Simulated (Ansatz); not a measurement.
Ansatz input

```yaml
crystal:
  lattice:
    - [2.586426443, 0.0, 0.0]
    - [0.0, 2.586426443, 0.0]
    - [0.0, 0.0, 2.586426443]
  atoms:
    - { symbol: Ir, position: [0.0, 0.0, 0.0], spin: 1.0 }
hamiltonian:
  xc: mr2scan
  pseudopotentials:
    kind: paw
    azcp:
      Ir: "pseudopotentials/Ir.paw.azcp"
basis:
  ecutwfc: 500
  fft_grid_basis: typed
kpoints:
  mp_grid: { grid: [20, 20, 20], shift: [0, 0, 0] }
magnetization:
  spin_polarized: true
scf:
  occupations: { method: fermi_dirac, width: 0.05 }
output:
  stress: true
```

Output

```
Engine: ansatz 0.2.0, x86_64-unknown-linux-gnu
Pseudopotentials: kind: paw
Pseudopotential: Ir, paw, valence charge 17, recommended cutoff 500 eV (meta_gga) 
Functional definition: m-r2SCAN
  exchange = m_r2scan_x
  correlation = m_r2scan_c
Crystal: 1 atoms, lattice volume = 17.302 Å³
Basis set: ecut = 500 eV, 461 PW (Γ), exchange–correlation on 80×80×80 points (64 copies of the dense FFT grid, shifted against one another)
Bands: 13, of which v1, the nominal top of the filled ones, is band 9 counted from 1 (8 counted from 0)
Symmetry: 48 space group operations
Space group: Pm-3m (ITA 221), of the structure as read, at distance tolerance 2.6e-5 Å
Magnetic group: BNS 221.92 (UNI 1594), of the structure as read, at distance tolerance 2.6e-5 Å
k-points: 286 of 8000
Non-local potential: Ir, projectors of the file, l = 0: 3, l = 1: 2, l = 2: 2, l = 3: 1
PAW form: soft (Blöchl's): semilocal exchange-correlation on the pseudo side does not see the compensation charge
PAW frozen core: Ir, regenerated for the run's functional (the file was generated under x = pbe(κ = 0.804, μ = 0.2195149727645171), c = pbe(β = 0.06672455060314922))
PAW one-centre angular grid: Ir, 590 points (default); XC on 160 Gauss nodes
Initial density: superposition of atomic densities (chi_scale 0.1, normalization cell)
Starting moments: Σ|m| = 1 μB on 1 of 1 site
Initial wavefunctions: pseudopotential atomic-orbital guess
Functional: x = mr2scan, c = mr2scan; τ floored in thin density (d = 2e-4 eV/Å³)
iter 1 solved again at ethr=4.99e-4 eV; its pass at ethr=3.10e-3 eV (dr2=8.48e-2 eV) is discarded
SCF iter   1: F=—  HF=-11947.349728 eV  |F-HF|=—  |Δ(HF+E_count)|=         —  Δρ=2.31e-2 (↑2.31e-2 ↓1.43e-2)  dr2=8.22e-2  dr2_τ=5.46e-3  dr2_m=2.76e-2  M=0.715 μB ∫|m|=0.715 μB  β_m=1.00  ethr=4.99e-4  ⟨swp⟩=2.0  Hψ=58342  notcnv=0
Mixer restart at iter 1: flushing history
SCF iter   2: F=—  HF=-11947.540083 eV  |F-HF|=—  |Δ(HF+E_count)|=         —  Δρ=3.26e-2 (↑3.26e-2 ↓2.58e-2)  dr2=3.11e-2  dr2_τ=2.41e-2  dr2_m=1.24e-1  M=0.151 μB ∫|m|=0.151 μB  β_m=0.38  ethr=4.84e-4  ⟨swp⟩=2.4  Hψ=12961  notcnv=0  defer=4
Mixer restart at iter 2: flushing history
SCF iter   3: F=—  HF=-11947.572639 eV  |F-HF|=—  |Δ(HF+E_count)|=   3.26e-2  Δρ=1.90e-2 (↑1.90e-2 ↓1.88e-2)  dr2=6.65e-3  dr2_τ=8.49e-4  dr2_m=5.18e-2  M=0.136 μB ∫|m|=0.136 μB  β_m=0.46  ethr=1.83e-4  ⟨swp⟩=2.3  Hψ=14953  notcnv=0  defer=37  κ⁻¹=1.0e0(r=1)
SCF iter   4: F=—  HF=-11947.644179 eV  |F-HF|=—  |Δ(HF+E_count)|=   7.15e-2  Δρ=1.26e-2 (↑9.56e-3 ↓1.26e-2)  dr2=4.26e-3  dr2_τ=7.22e-4  dr2_m=1.81e-2  M=0.037 μB ∫|m|=0.038 μB  β_m=0.30  ethr=3.91e-5  ⟨swp⟩=2.6  Hψ=12555  notcnv=0  defer=37  κ⁻¹=1.2e-1(r=2)
SCF iter   5: F=—  HF=-11947.671525 eV  |F-HF|=—  |Δ(HF+E_count)|=   2.73e-2  Δρ=4.26e-3 (↑1.72e-3 ↓4.26e-3)  dr2=2.66e-3  dr2_τ=9.50e-5  dr2_m=1.07e-3  M=-0.010 μB ∫|m|=0.017 μB  β_m=0.45  ethr=2.50e-5  ⟨swp⟩=2.2  Hψ=12822  notcnv=0  defer=37  κ⁻¹=4.3e-2(r=3)
...
SCF iter  14: F=—  HF=-11947.676010 eV  |F-HF|=—  |Δ(HF+E_count)|=   5.07e-9  Δρ=2.14e-6 (↑2.14e-6 ↓1.60e-6)  dr2=1.28e-10  dr2_τ=9.87e-11  dr2_m=4.82e-10  M=-0.000 μB ∫|m|=0.000 μB  β_m=1.00  ethr=3.33e-12  ⟨swp⟩=2.4  Hψ=11847  notcnv=0  defer=43  κ⁻¹=4.1e-7(r=8)
SCF iter  15: F=—  HF=-11947.676010 eV  |F-HF|=—  |Δ(HF+E_count)|=   1.59e-9  Δρ=1.26e-7 (↑1.12e-7 ↓1.26e-7)  dr2=2.34e-12  dr2_τ=1.73e-13  dr2_m=4.63e-13  M=0.000 μB ∫|m|=0.000 μB  β_m=1.00  ethr=1.00e-12  ⟨swp⟩=2.0  Hψ=12389  notcnv=0  defer=43  κ⁻¹=3.6e-7(r=8)
SCF iter  16: F=-11947.676010 eV  HF=-11947.676010 eV  |F-HF|=1.64e-11  |Δ(HF+E_count)|=  4.18e-11  Δρ=2.13e-7 (↑1.55e-7 ↓2.13e-7)  dr2=2.03e-12  dr2_τ=9.69e-13  dr2_m=4.75e-12  M=0.000 μB ∫|m|=0.000 μB  ethr=1.00e-12  ⟨swp⟩=1.0  Hψ=17160  notcnv=0
SCF 1 converged in 16 iterations: F = -11947.676010 eV  dr2 = 2.03e-12
WARN: the starting moments were not kept: the SCF closed with an absolute magnetisation of 3.1e-6 μB, where they sum to 1 μB in size (1 site). That is at most 0.1 of that sum. Measured as dr2_m measures the in/out step, that magnetisation stands 4.0e-12 eV from none, at or under the dr2_threshold of 1.0e-7 eV: it is no larger than a step whose dr2_m would equal this threshold. The system may hold no moment; this SCF shows only that its start led to no more than that. To try another start: raise the starting moments (crystal.atoms[].spin, magnetization.per_species, magnetization.initial_magnetization, or on a non-collinear deck that types none of these the spinor_matrix: blocks that start its atoms; where the total moment is fixed, keep their sum and leave initial_magnetization as it is; typed ones take the place of any that the run laid by itself, positive ones on a crystal's lanthanoids without a Hubbard term where scf.initial_density.shell_occupations: [] is typed) or, if the notice of its spin-set hold's release reads "site moments contracting" or "site moments show no strong build", lengthen the hold (scf.mixing.spin_hold: { on: { confirm: 4 } }; for m-r²SCAN on two components see the key's manual first). Each may lead to a state that holds a moment. A second SCF, from the converged charge density, with the starting moments and any scf.initial_density.shell_occupations laid on it anew, would have followed, and was not run: the deck does not ask for one (magnetization.retry_lost_moments is false, the default). To let it run, set magnetization.retry_lost_moments: true and run the deck again, where that key's refused combinations let it; where memory then withholds it, that run's warning says so.
this state was not tested for a lower state beside it, because the mixer in use, unlike msr1, does not test its closes by its own steps (another_mixer; see scf.mixing.algorithm and scf.lower_state_search)
SCF converged after 16 iterations
Magnetization: 0.0000 μB (8.5000 up, 8.5000 down)
Absolute magnetization: 0.0000 μB (∫|ρ↑−ρ↓|, with the PAW one-centre terms)
Spin contamination: 0.0000 ħ² per cell (⟨S²⟩ above its minimum at these occupations)
Per-site moments (μB) at R_I (Å): [(2.757362014672343e-6, 1.0669009077375)]
Free energy (F): -11947.676010 eV
Harris-Foulkes:  -11947.676010 eV  (|F-HF|=1.64e-11)
Internal energy: -11947.664822 eV  (E = F + TS)
E sigma→0 (E₀):  -11947.670416 eV
Entropy (-TS):   -0.011188 eV (-11.188 meV/atom)
Fermi energy:    19.565315 eV
--- Per-component energies (eV) ---
  E_band       = -186.972721
  E_kinetic    = 621.375364
  E_local      = -1382.902305  (includes V_loc(G=0)·N_el)
  E_nonlocal   = 75.844872
  E_hartree    = 524.726299
  E_xc         = -253.695291
  E_vxc        = -331.003377  (∫ρ·V_xc dr)
  E_paw        = -9250.125383  (= ΣΔE_a)
  E_vpaw       = -240.409750  (= ΣTr[D̂ρ^β])
  E_aug_tail   = -0.000000  (compensation charges beyond the density's cutoff)
  E_vtau       = 20.669932  (kinetic-family band-sum trace: ∫τ·v_τ [+ j·A + Jᵃ·Aᵃ] dr)
  E_ewald      = -2282.571484
  E_core_change = -0.316894  (= ΣΔE_core)
  E_smearing   = -0.011188  (= −TS)
  E_closure    = 0.000000  (closes the sum)
  Σ components = -11947.676010   (vs F -11947.676010, Δ=0.00e0)
--- Stress (GPa, compression-positive) ---
       -9.939460       0.000000       0.000000
        0.000000      -9.939460       0.000000
        0.000000       0.000000      -9.939460
  P = ⅓ Tr σ = -9.9395 GPa (-99.395 kbar)
```
